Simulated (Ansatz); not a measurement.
**One input, then a changed one: Cr (bcc type)**

First run: DFT, PBE, PAW with Ansatz's default frozen-core files, scalar-relativistic (Ansatz 0.2.0).

Command: `ansatz run input.yaml --threads 4 --pin off --max-ram 12288MiB --backend cpu --events-out ev --progress --plain --runs-dir out` It took 6.8 s on 4 threads of Arm Neoverse V1 (shared host), peak memory 0.54 GiB.

```yaml
crystal:
  lattice:
    - [0.0, 2.8484888873, -2.8484888873]
    - [-2.8484888873, 0.0, 2.8484888873]
    - [1.4242444437, 1.4242444437, 1.4242444437]
  atoms:
    - { symbol: Cr, position: [0.0, 0.0, 0.0], spin: 2.0 }
    - { symbol: Cr, position: [0.333333333, 0.666666667, 0.333333333], spin: 2.0 }
    - { symbol: Cr, position: [0.666666667, 0.333333333, 0.666666667], spin: 2.0 }
magnetization:
  spin_polarized: true
kpoints:
  mp_grid: { grid: [10, 10, 13] }
scf:
  occupations: { method: fermi_dirac, width: 0.08 }
hamiltonian:
  xc: pbe
  pseudopotentials: { kind: paw }
output:
  forces: true
  stress: true
  eigenvalues: true
```

The base cell comes from a relaxation on PAW files under the same functional.

This run: bulk in the slab's orientation.

It converges in 10 SCF iterations at a pressure of -0.06 GPa, cell moment 0.00 μB, cutoff 420 eV.

A second input differs as follows:

```diff
   atoms:
-    - { symbol: Cr, position: [0.0, 0.0, 0.0], spin: 2.0 }
+    - { symbol: Xx, position: [0.0, 0.0, 0.0], spin: 2.0 }
   occupations: { method: fermi_dirac, width: 0.08 }
+  max_iter: 80
 hamiltonian:
```

Task: What is wrong with it, and what does the program do?

Result: The change was made to test an unknown element. The run is refused before any iteration. The log ends:
```
Error: YAML parse error: error: line 7 column 17: `Xx` is not an element symbol (H … Og, case-exact)
 --> <input>:7:17
  |
5 |     - [1.4242444437, 1.4242444437, 1.4242444437]
6 |   atoms:
7 |     - { symbol: Xx, position: [0.0, 0.0, 0.0], spin: 2.0 }
  |                 ^ `Xx` is not an element symbol (H … Og, case-exact)
8 |     - { symbol: Cr, position: [0.333333333, 0.666666667, 0.333333333], spin: 2.0 …
9 |     - { symbol: Cr, position: [0.666666667, 0.333333333, 0.666666667], spin: 2.0 …
  |
```
